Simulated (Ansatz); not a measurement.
Start of a relaxation of SiB₆:

Space group I4/mmm (No. 139). a = 4.513 Å, b = 4.513 Å, c = 6.968 Å, α = 90.00°, β = 90.00°, γ = 90.00°
```json
{"atom": "Si", "site": "2b", "symmetry": "4/mmm", "x": "0.5000", "y": "0.5000", "z": "0.0000"}
{"atom": "B", "site": "8i", "symmetry": "m2m.", "x": "0.7770", "y": "0.0000", "z": "0.0000"}
{"atom": "B", "site": "4c", "symmetry": "mmm.", "x": "0.0000", "y": "0.5000", "z": "0.0000"}
```

All numbers below come from DFT PBE, scalar-relativistic, plane waves, PAW (Ansatz). Cutoff 420 eV, Gaussian smearing, Γ-centred meshes. Cell and atoms relax first on a coarse mesh and then on a finer one. In between, the cell is made exact in the group found at 0.06 Å. In metals the finer mesh still leaves noise of several meV/atom or more. The steps can't lower the symmetry of their start. No spin polarisation.

A guess keeps its type if space group and coordination stay and the shape of the cell changes little (axis ratios within about 15 %, angles within 6°); the volume may change.

Question: Does it keep its structure type, or change into something else?

Answer: It doesn't keep its type. The symmetry stays I4/mmm (No. 139). The volume per atom shrinks by 14.0 %, from 10.1 to 8.7 Å³. The shortest distance goes from 1.25 Å (B–B) to 1.70 Å (B–B). The ratio c/a of the conventional cell changes by a factor of 0.37. Counting neighbours within 15 % of an atom's shortest distance, the start has B 2/3, Si 12 and the end B 3/4, Si 8. In detail, at the end around Si lie 8 B at 2.12 Å; around B on a site of symmetry m2m lie 3 B at 1.72–1.80 Å and 2 Si at 2.12 Å; B on a site of symmetry mmm has 4 B at 1.70–1.72 Å.

```
CELL_PARAMETERS angstrom
-2.99666 2.99666 1.69931
2.99666 -2.99666 1.69931
2.99666 2.99666 -1.69931
ATOMIC_POSITIONS crystal
Si 0.50000 0.50000 0.00000
B 0.00000 0.78773 0.78773
B 0.00000 0.21227 0.21227
B 0.78773 0.00000 0.78773
B 0.21227 0.00000 0.21227
B 0.50000 0.00000 0.50000
B 0.00000 0.50000 0.50000
```

Energies over the elements count from the elements' standard structures at the same level, with no fitted energy shifts.

Question: At what energy does it end?

Answer: +0.70 eV/atom. It can't be a ground state, since the elements alone are lower.

The last run used a 12×12×12 mesh for its 7-atom cell and Gaussian smearing of 0.10 eV. Symmetry constrained the relaxation, so the result can be a saddle point. Another cell of SiB6 relaxed alike, in R3m, lies 0.39 eV/atom lower, so this cell isn't the stable form at this level.

In counts of neighbours, a slash parts the counts of unlike sites.
